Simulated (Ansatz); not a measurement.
LaTaO4 in space group P2_1/c (No. 14; Pearson symbol mP24), DFT-r²SCAN in the program Ansatz with PAW potentials, all energies at zero smearing, with the estimated change up to a 700 eV cutoff added, with one set of potentials and settings (totals compare only within such a set). Cell of 24 atoms (4 La, 4 Ta, 16 O): -73976.310 eV.

| element | reference phase | E (eV/atom) |
|---|---|---|
| La | P6_3/mmc, 4 atoms in the cell | -6264.6784 |
| Ta | Im-3m, 1 atoms in the cell | -9944.3222 |
| O | C2/m, 4 atoms in the cell, spin-polarised | -566.0281 |

Formation energy per atom, worked out: (-73976.310 − 4×(-6264.6784) − 4×(-9944.3222) − 16×(-566.0281))/24 = -3.494 eV/atom (-337 kJ per mol of atoms), at 0 K, without zero-point energy or fitted corrections.

The workflow started from a Materials Project entry (that database holds measured and hypothetical structures alike); the Crystallography Open Database files this formula in space group No. 14, but the cells were not matched. Whether it is the stable phase at ambient conditions was not checked. Symmetry was held in the r²SCAN relaxation; whether a distortion lowers the energy is not shown. No spin polarisation was allowed. The references are the lowest solids computed at this level, not always the standard phases (solids in place of the gases). Scalar-relativistic: spin–orbit coupling is off unless named, which matters more the heavier the elements.

Potentials: the later of the program's two PAW sets.
